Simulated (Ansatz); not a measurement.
Be (fcc (Cu type), Fm-3m) at seven volumes, the program Ansatz at the PBE level (PAW), scaled uniformly. One row is withheld.

```tsv
V (Å³/atom)	P (GPa)
7.166	13.28
7.402	8.26
7.638	?
7.874	0.00
8.111	-3.40
8.347	-6.37
8.583	-8.99
```

Task: Fit the shown pressures and predict the withheld one.

Result: P = (3/2)B₀(x^(7/2) − x^(5/2))[1 + (3/4)(B′ − 4)(x − 1)] with x = (V₀/V)^(2/3). Least squares on the six rows gives V₀ = 7.874 Å³/atom, B₀ = 121 GPa, B′ = 3.34. At V = 7.638, x = 1.0205 and P = 3.87 GPa. The run itself gave 3.89 GPa.

The start of the workflow was typed in or built on a structure type; neither database checked (COD, Materials Project) lists it. It is not the phase usual at ambient conditions (space group No. 194). The PBE relaxation kept the symmetry of its start; its stability against distortions is not shown here.

Potentials: the later of the program's two PAW sets.
